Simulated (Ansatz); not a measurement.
# Electric field gradients in InSe

The cell is a structure deposited in the COD whose atoms were relaxed with PBE, the cell held.

```xyz
8
Lattice="4.0500 0.0000 0.0000 -2.0250 3.5074 0.0000 0.0000 0.0000 16.9300" Properties=species:S:1:pos:R:3 pbc="T T T"
In    0.0000    2.3383    2.8322
In    2.0250    1.1691   11.2972
In    0.0000    2.3383    5.6328
In    2.0250    1.1691   14.0978
Se    0.0000    2.3383   10.0191
Se    2.0250    1.1691    1.5541
Se    0.0000    2.3383   15.3759
Se    2.0250    1.1691    6.9109
```

Atom numbers follow the list; atoms alike are taken as one site, whose name carries the number of the first.

The numbers come from a DFT calculation in Ansatz (PBE, plane waves and PAW, scalar-relativistic, 420 eV cutoff, Γ-centred 13×13×3 k-points, Fermi–Dirac smearing 0.05 eV).

Conventions: |V_zz| ≥ |V_yy| ≥ |V_xx|, η = (V_xx − V_yy)/V_zz, C_Q = eQV_zz/h.

In-113: I = 9/2, Q = 761.0 mb. Q values from Pyykkö, Mol. Phys. 116, 1328 (2018).

```csv
site,atoms (order as listed),first shell,"V_xx, V_yy, V_zz (10²¹ V/m²)",η,C_Q (MHz)
In,"1, 2, 3, 4",3 Se at 2.66 Å; also 1 In at 2.80 Å,"5.40, 5.40, -10.80",0.00,-199
Se,"5, 6, 7, 8",3 In at 2.66 Å,"3.53, 3.53, -7.06",0.00,–
```

An axis of threefold or higher order runs through In and Se, so V_zz lies along it and η is zero.

Se has no stable isotope with a ground-state quadrupole moment in the table, so no C_Q is given.

Without spin–orbit coupling (the program notes it for In) the gradients can shift somewhat, as the gap is small. With a gap of 0.4 eV under a smearing of 0.05 eV the band edges are partly filled, so small gradients can hang on the smearing and the k-mesh.
